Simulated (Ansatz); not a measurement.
Al (sc type), DFT, PBEsol, all-electron LAPW, scalar-relativistic (Ansatz 0.2.0), on 1 thread of Arm Neoverse V1 (shared host).

Command: `ansatz run input.yaml --threads 1 --pin off --max-ram 2048MiB --backend cpu --events-out ev --progress --plain --runs-dir out`

```yaml
crystal:
  lattice:
    - [2.3403288338, 0.0, 0.0]
    - [0.0, 2.3403288338, 0.0]
    - [0.0, 0.0, 2.3403288338]
  atoms:
    - { symbol: Al, position: [0.0, 0.0, 0.0] }
kpoints:
  mp_grid: { grid: [16, 16, 16] }
  band_path:
    path:
      - [0.0, 0.0, 0.0]
      - [0.0, 0.5, 0.0]
      - [0.5, 0.5, 0.0]
      - [0.0, 0.0, 0.0]
      - [0.5, 0.5, 0.5]
      - [0.0, 0.5, 0.0]
      - [0.5, 0.5, 0.5]
      - [0.5, 0.5, 0.0]
    npoints: 8
scf:
  occupations: { method: fermi_dirac, width: 0.08 }
hamiltonian:
  xc: pbesol
  pseudopotentials: { kind: all_electron, lapw: { basis_error: 0.001 } }
output:
  forces: true
  stress: true
  eigenvalues: true
  populations: true
  dos: { projected: true, de: 0.2, e_range: [-14, 8] }
```

Q: How large is the problem that the program sets up?

A: 165 irreducible k-points, 93 plane waves at Γ, 10 bands.

Q: About how long does it take?

A: 6.3 s of wall time for 5 SCF iterations. Times on shared machines scatter by tens of per cent.
